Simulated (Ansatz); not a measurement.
Does this entry for H7Se2NO6 lie near equilibrium?

The cell is a computed structure from the Materials Project (it need not be an observed phase), atoms as given.

```cif
data_H7Se2NO6
_symmetry_space_group_name_H-M 'P2_12_12_1'
_symmetry_Int_Tables_number 19
_cell_length_a 5.9161
_cell_length_b 6.5051
_cell_length_c 17.9508
_cell_angle_alpha 90.000
_cell_angle_beta 90.000
_cell_angle_gamma 90.000
loop_
_atom_site_label
_atom_site_type_symbol
_atom_site_symmetry_multiplicity
_atom_site_Wyckoff_symbol
_atom_site_fract_x
_atom_site_fract_y
_atom_site_fract_z
H1 H 4 a 0.1043 0.5854 0.1808
H5 H 4 a 0.8811 0.5280 0.1241
H9 H 4 a 0.8886 0.4383 0.2135
H13 H 4 a 0.0681 0.3439 0.1488
H17 H 4 a 0.3491 0.5371 0.8641
H21 H 4 a 0.2355 0.6934 0.9982
H25 H 4 a 0.0154 0.2655 0.7805
Se29 Se 4 a 0.5104 0.4279 0.0093
Se33 Se 4 a 0.9552 0.5572 0.8553
N N 4 a 0.9853 0.4745 0.1671
O41 O 4 a 0.7007 0.5994 0.0446
O45 O 4 a 0.8242 0.6921 0.7872
O49 O 4 a 0.5376 0.4469 0.9145
O53 O 4 a 0.2393 0.5903 0.8235
O57 O 4 a 0.2439 0.5528 0.0250
O61 O 4 a 0.9214 0.2952 0.8271
```

One atom of each set is listed.

The numbers come from a DFT calculation in Ansatz (PBE, plane waves and PAW, scalar-relativistic, 420 eV cutoff, Γ-centred 4×4×2 k-points, Fermi–Dirac smearing 0.02 eV).

Task: Do the atoms and the cell lie near the calculated equilibrium?

Result: Nearly. The largest force is 0.28 eV/Å, on atom 29 (Se: 3 O at 1.71–1.80 Å), and the pressure is -0.4 GPa. Relaxing the atoms is still advisable, since electric field gradients respond to shifts of a few hundredths of an ångström.
